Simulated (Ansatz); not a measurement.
Space group Pm-3m (No. 221). a = 3.783 Å, b = 3.783 Å, c = 3.783 Å, α = 90.00°, β = 90.00°, γ = 90.00°
```tsv
atom	site	symmetry	x	y	z
Cd	1a	m-3m	0.0000	0.0000	0.0000
Cu	3c	4/mm.m	0.0000	0.5000	0.5000
```

Equation of state of this CdCu3 structure (not necessarily the ground state), with shape and atoms relaxed at each volume where symmetry leaves them free. It has no gap at any of these volumes. Theory: DFT r2SCAN, scalar-relativistic, plane waves, PAW in Ansatz.

Plane waves to 500 eV, a k mesh through Γ of 12×12×12 on the computed 4-atom cell and Gaussian smearing (0.10 eV); no spin polarisation.

```tsv
V (Å³/atom)	E − E(largest V) (meV/atom)	P (GPa)
12.721	4.69	9.26
13.127	-12.14	4.20
13.533	-17.27	0.00
13.939	-12.68	-3.49
14.345	0.00	-6.40
```

**Question.** Fit a third-order Birch–Murnaghan equation to E(V).

**Answer.** V0 = 13.53 Å³/atom, B0 = 128 GPa, B0' = 5.1.